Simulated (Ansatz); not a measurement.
ScPd3C:
```
ScPd3C
1.0
    4.18184     0.00000     0.00000
    0.00000     4.18184     0.00000
    0.00000     0.00000     4.18184
Sc Pd C
1 3 1
Direct
  0.00000   0.00000   0.00000
  0.00000   0.50000   0.50000
  0.50000   0.00000   0.50000
  0.50000   0.50000   0.00000
  0.50000   0.50000   0.50000
```

Relaxed with r²SCAN. Special points in fractions of this cell's reciprocal vectors: Γ (0.000, 0.000, 0.000); X (0.000, 0.500, 0.000); M (0.500, 0.500, 0.000); R (0.500, 0.500, 0.500).

Problem. List the band energies nearest the Fermi level at these points for r²SCAN with spin–orbit coupling (plane waves, PAW; program Ansatz).

Solution. In eV from the Fermi level; about four levels below and three above (degenerate sets whole), none deeper than 8.9 eV; points with the same levels are listed once.

| k | below | above |
|---|---|---|
| Γ | -1.51 -1.51 -1.51 -1.51 | 1.38 1.38 1.38 1.38 |
| X | -0.25 -0.25 -0.23 -0.23 | 1.01 1.01 1.02 1.02 |
| M | -0.51 -0.51 -0.30 -0.30 | 0.97 0.97 0.99 0.99 |
| R | -0.21 -0.21 -0.21 -0.21 -0.05 -0.05 | 0.25 0.25 0.32 0.32 0.32 0.32 |

Space group Pm-3m (anti-perovskite). The start of the workflow was typed in or built on a structure type; neither database checked (COD, Materials Project) lists it. Its standing as an ambient phase is unchecked. Symmetry was held in the r²SCAN relaxation; its stability against distortions is not shown here. No spin polarisation was allowed.

Potentials: the earlier of the program's two PAW sets.
